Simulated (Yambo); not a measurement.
Yambo run on K$_{3}$Cu$_{3}$P$_{2}$ (space group R-3m, No. 166). The wavefunctions are PBEsol (pw.x of Quantum ESPRESSO, ONCV potentials, no spin-orbit coupling) ones on a 2×2×2 mesh (47 occupied bands); a = b = c = 7.420 Å, α = β = γ = 44.83°.

Yambo input:

```
rim_cut
gw0
dyson
el_el_corr
HF_and_locXC
ppa
em1d
RandQpts= 1000000
RandGvec= 1 Ry
EXXRLvcs= 92 Ry
VXCRLvcs= 368 Ry
Chimod= "HARTREE"
% BndsRnXp
 13 | 280 |
%
NGsBlkXp= 7 Ry
% LongDrXp
 1.0 | 1.0 | 1.0 |
%
PPAPntXp= 27.2114 eV
% GbndRnge
 1 | 185 |
%
GTermKind= "BG"
DysSolver= "n"
ExtendOut
% QPkrange
 3 | 3 | 47 | 48 |
 4 | 4 | 47 | 47 |
%
```

k points by index: 3 = F, 4 = Z.

The o-*.qp file then holds:

```
#    K-point    Band    Eo [eV]    E [eV]    E-Eo [eV]    Vxc [eV]    Vnlxc [eV]    Sc|Eo [eV]    Sc|E [eV]    dSc/dw|Eo [eV]    Re(Z)    Im(Z)
#
    3    47    -0.081960    -0.532704    -0.450744    -18.35936    -21.99546    3.036056    3.185359    -9.010451    0.751238    -0.001828
    3    48    1.192160    1.374922    0.182763    -10.56992    -7.294852    -3.045995    -3.092310    -6.891464    0.797918    -0.001557
    4    47    0.000000    -0.409580    -0.409580    -23.92993    -28.89434    4.408235    4.554834    -9.735215    0.736501    -0.001905
```
(The two width columns are left out.) Convergence of these settings isn't established.

Geometry of the Materials Project entry, not relaxed at this level.
